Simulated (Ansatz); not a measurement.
**Li2Ga under pressure: fit and missing row**

Li2Ga, Cmcm, a = 4.501 Å, b = 9.432 Å, c = 4.314 Å. The structure is a COD entry; whether it is the stable form wasn't checked. Ansatz: r2SCAN, PAW, 500 eV, Γ-centred 10×10×8 mesh on 6 atoms, Gaussian smearing 0.10 eV; no spin polarisation. Cell and atoms are relaxed at each pressure, and no other structure is tried, so the rows at high pressure may lie past a change of phase.

| V (Å³/atom) | P (GPa) |
| --- | --- |
| ? | 59.98 |
| 10.287 | 30.00 |
| 11.788 | 15.00 |
| 12.927 | 8.02 |
| 14.167 | 2.97 |
| 15.260 | -0.02 |
| 17.009 | -2.99 |

Q: Take V0 = 15.260 Å³/atom, count pressures from its P0 = -0.02 GPa, fit the third-order Birch–Murnaghan form to the other rows, and predict the missing volume.

A: With the Eulerian strain f = ½[(V0/V)^(2/3) − 1] and y = (P − P0)/[3f(1 + 2f)^(5/2)], the form is the line y = B0 + 1.5 B0 (B0′ − 4) f. Rows (f, y): 0.15035, 34.5; 0.09390, 34.7; 0.05848, 34.8; 0.02540, 34.7; -0.03489, 34.0. Means f = 0.05865, y = 34.540; Σ(Δf)² = 0.01951, ΣΔfΔy = 0.04712; the slope is their ratio. y = 34.40 + 2.416 f GPa, so B0 = 34.4 GPa and B0′ = 4 + 2 × (2.416)/(3 × 34.40) = 4.05. P = 59.98 GPa is met at f = 0.22560 (y = 34.95), so V = V0 (1 + 2f)^(−3/2) = 8.729 Å³/atom. The run gave 8.675 Å³/atom, so the fit is 0.054 Å³/atom too high, 0.65 % of the span of the series, against an rms of 0.014 Å³/atom on the fitted rows. The row lies outside the fitted range. A fourth-order term fitted to the same rows gives P = 58.66 GPa at this row's volume (the line 61.43, the run 59.98), no gain.

The mesh isn't the same in all rows (10×10×8, 10×10×10).